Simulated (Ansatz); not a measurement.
Computed with Ansatz 0.2.0, DFT PBE, scalar-relativistic, plane waves, PAW. All cells share a 420 eV cutoff and Γ-centred k meshes spaced at most about 0.3 Å⁻¹ (about 0.25 or finer for metals, 2π included). No spin polarisation in the final relaxations.

Temperature and zero-point effects are left out.

Compare these two cells of AlIn2Sb3, each relaxed at this level.

A.

```
CELL_PARAMETERS angstrom
4.57816 0.00000 0.00000
-2.28908 3.96480 0.00000
0.00000 0.00000 22.65092
ATOMIC_POSITIONS crystal
Al 0.33333 0.66667 0.99721
Al 0.33333 0.66667 0.66903
In 0.66667 0.33333 0.16217
In 0.66667 0.33333 0.50572
In 0.66667 0.33333 0.83405
In 0.33333 0.66667 0.33381
Sb 0.66667 0.33333 0.28870
Sb 0.66667 0.33333 0.63285
Sb 0.66667 0.33333 0.96108
Sb 0.33333 0.66667 0.11668
Sb 0.33333 0.66667 0.46043
Sb 0.33333 0.66667 0.78847
```

B.

```
CELL_PARAMETERS angstrom
-2.29413 2.29413 9.75930
2.29413 -2.29413 9.75930
2.29413 2.29413 -9.75930
ATOMIC_POSITIONS crystal
Al 0.50000 0.50000 0.00000
In 0.83677 0.83677 0.00000
In 0.16323 0.16323 0.00000
Sb 0.57575 0.07575 0.50000
Sb 0.25000 0.75000 0.50000
Sb 0.92425 0.42425 0.50000
```

Task: Which would you expect to be lower, and how large is the difference?

Result: B is lower, by 16 meV/atom. A has Al and In ordered on wurtzite sites, space group P3m1 (No. 156), 34.3 Å³/atom and no gap on its mesh; B has Al and In ordered on zinc blende sites, space group I-4m2 (No. 119), 34.2 Å³/atom and no gap. In A, Al on its first site has 4 Sb at 2.71–2.77 Å; In on its first site is surrounded by 4 Sb at 2.84–2.87 Å; Sb on its first site is surrounded by 4 In at 2.83–2.87 Å; 9 more sites not described. In B, around Al lie 4 Sb at 2.73 Å; around In lie 4 Sb at 2.85–2.86 Å; Sb on a site of symmetry 2mm has 2 Al at 2.73 Å and 2 In at 2.86 Å; 1 more site not described. Both come from invented guesses.

These runs have no spin–orbit coupling, which can matter for Sb. The zero gap of P3m1, I-4m2 may come from the functional, which often closes small gaps. With atoms moved at random, P3m1 came back. Other cells relaxed within their symmetry can be saddle points.
